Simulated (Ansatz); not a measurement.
Consider the following.

NbSiB:
```yaml
crystal:
  lattice:
    - [1.63521, -6.71337, 0.00000]
    - [1.63521, 6.71337, 0.00000]
    - [0.00000, 0.00000, 3.16677]
  atoms:
    - { symbol: Si, position: [0.70226, 0.29774, 0.25000] }
    - { symbol: Si, position: [0.29774, 0.70226, 0.75000] }
    - { symbol: B, position: [0.46714, 0.53286, 0.75000] }
    - { symbol: B, position: [0.53286, 0.46714, 0.25000] }
    - { symbol: Nb, position: [0.09749, 0.90251, 0.75000] }
    - { symbol: Nb, position: [0.90251, 0.09749, 0.25000] }
```

This is the PBEsol-relaxed structure.

Problem. All from PBEsol (plane waves, PAW; program Ansatz), unless another level is named. Estimate the electronic character.

Solution. metallic (no gap).

Problem. What about the formation energy from the elements (no fitted shifts)?

Solution. -686 meV/atom.

Problem. Give the density of states at the Fermi level.

Solution. 0.12 states/eV per atom (mean over ±0.08 eV).

Space group Cmcm. The start of the workflow was typed in or built on a structure type; neither database checked (COD, Materials Project) lists it. Its standing as an ambient phase is unchecked. The PBEsol relaxation kept the symmetry of its start; whether a distortion lowers the energy is not shown. The run is not spin-polarised. The references are the lowest solids computed at this level, not always the standard phases. Spin–orbit coupling is left out wherever it is not named.

Potentials: the later of the program's two PAW sets.
